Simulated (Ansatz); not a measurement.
Values for one crystal, relaxed and computed with DFT-r²SCAN in the program Ansatz with PAW potentials; other levels are named.

| Item | Value |
|---|---|
| Volume per atom | 7.17 Å³ |
| Band gap | 3.06 eV (indirect) |
| Young's modulus | 547 GPa |
| Mechanical stability | stable (all eigenvalues of C positive) |
| Electron effective mass | 0.46, 0.46, 0.73 mₑ (principal values) |
| Valence-band maximum | at H |
| Pressure derivative B′ | 3.8 |

**Question.** Which of these materials gives this?
A. C, Im-3m (C on 16f)
B. Si, Cmcm (Si on 8f, Si on 8f, Si on 8f)
C. Ge, diamond
D. Ge, P6_3/mmc (Ge on 4e, Ge on 4f)

**Answer.** A, C, Im-3m (C on 16f)

The start of the workflow was typed in or built on a structure type; neither database checked (COD, Materials Project) lists it. It is not the phase usual at ambient conditions (space group No. 194, 227). The cell was relaxed with r²SCAN under the symmetry of its start; whether a distortion lowers the energy is not shown.

Potentials: the earlier of the program's two PAW sets.
